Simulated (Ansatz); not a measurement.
BaTiO$_{3}$:
```
BaTiO3
1.0
    3.95548     0.00000     0.00000
    0.00000     3.95548     0.00000
    0.00000     0.00000     4.04600
Ba Ti O
1 1 3
Cartesian
  1.97774   1.97774   2.35769
  0.00000   0.00000   0.39615
  0.00000   1.97774   0.25631
  1.97774   0.00000   0.25631
  0.00000   0.00000   2.23606
```

The program Ansatz at the PBEsol level (PAW) gives a gap of 1.85 eV without spin–orbit coupling, maximum at A, minimum at Γ.

Task: What happens when spin–orbit coupling is switched on?

Result: The gap stays essentially unchanged, to 1.85 eV; maximum at A, minimum at Γ.

Task: Give the electron effective mass with spin–orbit coupling.

Result: 0.40, 0.40, 7.4 mₑ (principal values).

Task: Give the hole effective mass with spin–orbit coupling.

Result: 0.80, 0.80, 21 mₑ (principal values).

Space group P4mm. The PBEsol relaxation kept the symmetry of its start. The run is not spin-polarised.

Potentials: the earlier of the program's two PAW sets.
